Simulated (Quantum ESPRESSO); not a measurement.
**Band energies of LiPd**

```
CELL_PARAMETERS angstrom
      2.95968     0.00000     0.00000
      0.00000     2.95968     0.00000
      0.00000     0.00000     2.95968
ATOMIC_POSITIONS crystal
  Li 0.00000 0.00000 0.00000
  Pd 0.50000 0.50000 0.50000
```

LDA (pw.x of Quantum ESPRESSO, ONCV potentials, scalar-relativistic); path ΓXMΓRX,MR; energies in eV from the Fermi level.

| k (1/Å) | point | band 6 | band 7 | band 8 | band 9 | band 10 | band 11 | band 12 | band 13 |
|---|---|---|---|---|---|---|---|---|---|
| 0.00 | Γ | -5.35 | -3.42 | -3.42 | -0.78 | -0.78 | -0.78 | 8.94 | 8.94 |
| 0.42 |  | -4.83 | -3.30 | -2.95 | -1.18 | -1.18 | -0.75 | 6.37 | 10.11 |
| 0.85 |  | -4.26 | -3.10 | -1.74 | -1.74 | -0.99 | -0.69 | 2.66 | 12.97 |
| 1.06 | X | -4.20 | -3.07 | -1.83 | -1.83 | -0.68 | 0.02 | 1.45 | 13.45 |
| 1.27 |  | -4.01 | -2.97 | -2.10 | -1.81 | -0.77 | 0.27 | 1.46 | 12.35 |
| 1.70 |  | -3.18 | -3.08 | -1.76 | -1.65 | -1.27 | 1.08 | 1.49 | 8.60 |
| 2.12 | M | -3.51 | -2.88 | -1.55 | -1.55 | -0.02 | 1.34 | 1.34 | 5.87 |
| 2.55 |  | -3.21 | -3.07 | -1.49 | -1.41 | -1.38 | -0.57 | 3.16 | 7.84 |
| 3.09 |  | -4.44 | -3.07 | -2.90 | -1.45 | -1.13 | -1.01 | 6.53 | 8.63 |
| 3.52 |  | -5.31 | -3.40 | -3.40 | -0.81 | -0.80 | -0.79 | 8.80 | 8.92 |
| 3.62 | Γ | -5.35 | -3.42 | -3.42 | -0.78 | -0.78 | -0.78 | 8.94 | 8.94 |
| 3.93 |  | -5.02 | -3.28 | -3.28 | -0.97 | -0.92 | -0.92 | 8.44 | 8.44 |
| 4.34 |  | -3.69 | -2.71 | -2.71 | -1.51 | -1.51 | -1.39 | 7.24 | 7.24 |
| 4.75 |  | -3.01 | -2.68 | -2.68 | -1.43 | -1.43 | 0.11 | 6.59 | 6.59 |
| 5.16 |  | -3.43 | -3.38 | -3.38 | -0.34 | -0.34 | 4.06 | 6.55 | 6.55 |
| 5.46 | R | -3.57 | -3.57 | -3.57 | 0.03 | 0.03 | 6.64 | 6.64 | 6.64 |
| 5.66 |  | -3.52 | -3.50 | -3.46 | -0.21 | -0.06 | 5.50 | 5.86 | 7.05 |
| 6.06 |  | -3.14 | -3.01 | -2.76 | -1.44 | -0.92 | 2.60 | 3.31 | 9.59 |
| 6.46 |  | -3.21 | -2.54 | -2.49 | -2.30 | -1.18 | 1.27 | 1.61 | 10.96 |
| 6.86 |  | -4.15 | -3.05 | -1.87 | -1.85 | -0.70 | 0.08 | 1.46 | 13.04 |
| 6.96 | X | -4.20 | -3.07 | -1.83 | -1.83 | -0.68 | 0.02 | 1.45 | 13.45 |
| 6.96 | M | -3.51 | -2.88 | -1.55 | -1.55 | -0.02 | 1.34 | 1.34 | 5.87 |
| 7.16 |  | -3.51 | -2.70 | -1.84 | -1.84 | -0.02 | 1.77 | 1.77 | 5.90 |
| 7.54 |  | -3.54 | -2.94 | -2.94 | -1.41 | 0.01 | 3.95 | 3.95 | 6.15 |
| 8.03 | R | -3.57 | -3.57 | -3.57 | 0.03 | 0.03 | 6.64 | 6.64 | 6.64 |

A metal at this level: along this path bands 9, 10, 11 cross the Fermi level.

Spin-orbit splittings are left out.

Geometry of the Materials Project entry, not relaxed at this level.
